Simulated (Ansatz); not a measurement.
ZnCu$_{2}$GeS$_{4}$ (I-4), relaxed and computed with several functionals in Ansatz (plane waves, PAW).

```json
[
 {"functional": "LDA", "a (Å)": "___", "c (Å)": "___", "V (Å³/atom)": "___", "gap (eV)": "___", "B₀ by P(V) fit (GPa)": "___"},
 {"functional": "HSE06", "a (Å)": "5.356", "c (Å)": "10.559", "V (Å³/atom)": "18.93", "gap (eV)": "2.00", "B₀ by P(V) fit (GPa)": "75.6"},
 {"functional": "PBEsol", "a (Å)": "5.267", "c (Å)": "10.483", "V (Å³/atom)": "18.18", "gap (eV)": "0.60", "B₀ by P(V) fit (GPa)": "85.7"}
]
```

Q: Complete the blanks.

A: 
- LDA, a (Å): 5.211
- LDA, c (Å): 10.377
- LDA, V (Å³/atom): 17.61
- LDA, gap (eV): 0.67
- LDA, B₀ by P(V) fit (GPa): 94.3

All cells were relaxed under the symmetry of their starts (and spin orders); stability against distortions was not tested throughout. Rows with no word on spin ran without spin polarisation. Spin–orbit coupling is left out wherever it is not named.

Potentials: the later of the program's two PAW sets.

Ansatz (a quantum-chemistry and plane-wave program) is a plane-wave DFT program.
